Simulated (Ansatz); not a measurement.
TaSnO3 (cubic perovskite, space group No. 221) under volume change, plane-wave PAW r²SCAN (Ansatz code), scaled uniformly.

```tsv
V (Å³/atom)	E − E(relaxed) (meV/atom)	P (GPa)
11.997	81.5	23.92
12.393	34.2	14.63
12.788	8.1	6.73
13.184	0.0	0.00
13.579	7.3	-5.72
13.975	27.6	-10.59
14.370	58.9	-14.72
```

Q: What does a third-order Birch–Murnaghan fit give for V₀, B₀ and B′?

A: V₀ = 13.18 Å³/atom, B₀ = 206 GPa, B′ = 4.4.

Space group Pm-3m (cubic perovskite). The workflow started from an entry of the Crystallography Open Database (COD). Its standing as an ambient phase is unchecked. The cell was relaxed with r²SCAN under the symmetry of its start; whether a distortion lowers the energy is not shown. The run is not spin-polarised. Scalar-relativistic: spin–orbit coupling is off unless named, which matters more the heavier the elements.

Potentials: the later of the program's two PAW sets.
